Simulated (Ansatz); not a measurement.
SiC$_{2}$:
```yaml
crystal:
  lattice:
    - [3.16309, 0.00000, 0.00000]
    - [0.00000, 3.16309, 0.00000]
    - [0.00000, 0.00000, 6.85207]
  atoms:
    - { symbol: Si, position: [0.00000, 0.00000, 0.25000] }
    - { symbol: Si, position: [0.00000, 0.00000, 0.75000] }
    - { symbol: C, position: [0.00000, 0.50000, 0.09928] }
    - { symbol: C, position: [0.50000, 0.00000, 0.59928] }
    - { symbol: C, position: [0.00000, 0.50000, 0.90072] }
    - { symbol: C, position: [0.50000, 0.00000, 0.40072] }
```

Relaxed with r²SCAN.

Task: Give the Bader charges and basin volumes of the independent atoms, r²SCAN in the plane-wave PAW code Ansatz.

Result: 

```
atom  Bader charge (e)  Bader volume (Å³)
----  ----------------  -----------------
Si1              +2.84                4.8
C3               -1.42               14.7
```

Space group P4_2/mmc. The start of the workflow was typed in or built on a structure type; neither database checked (COD, Materials Project) lists it. Its standing as an ambient phase is unchecked. The cell was relaxed with r²SCAN under the symmetry of its start; whether a distortion lowers the energy is not shown. Its formation energy is positive at this level, so the cell may be metastable or incomplete.

Potentials: the later of the program's two PAW sets.
